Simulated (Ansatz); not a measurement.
AgPt3:
```xyz
4
Lattice="3.9687 0.0000 0.0000 0.0000 3.9687 0.0000 0.0000 0.0000 3.9687" Properties=species:S:1:pos:R:3 pbc="T T T"
Ag     0.0000     0.0000     0.0000
Pt     0.0000     1.9844     1.9844
Pt     1.9844     0.0000     1.9844
Pt     1.9844     1.9844     0.0000
```

Relaxed with r²SCAN. Special points in fractions of this cell's reciprocal vectors: Γ (0.000, 0.000, 0.000); X (0.000, 0.500, 0.000); M (0.500, 0.500, 0.000); R (0.500, 0.500, 0.500).

Problem. List the band energies nearest the Fermi level at these points for DFT-r²SCAN in the program Ansatz with PAW potentials.

Solution. In eV from the Fermi level; about four levels below and three above (degenerate sets whole), none deeper than 8.9 eV; points with the same levels are listed once.

```
k                          below                above
-  -----------------------------  -------------------
Γ  -0.74 -0.74 -0.74 -0.59 -0.59  0.21 0.71 0.71 0.71
X  -1.83 -1.83 -1.73 -0.81 -0.70       0.71 7.58 7.92
M  -2.34 -2.34 -2.30 -1.48 -1.40  0.34 1.61 2.11 2.11
R  -0.98 -0.98 -0.98 -0.69 -0.69  0.00 0.08 0.08 0.08
```

Space group Pm-3m (Cu3Au type). The workflow started from an entry of the Crystallography Open Database (COD). Whether it is the stable phase at ambient conditions was not checked. The cell was relaxed with r²SCAN under the symmetry of its start; of distortions, only those at the zone centre were tested. The run is not spin-polarised. Scalar-relativistic: spin–orbit coupling is off unless named, which matters more the heavier the elements.

Potentials: the later of the program's two PAW sets.
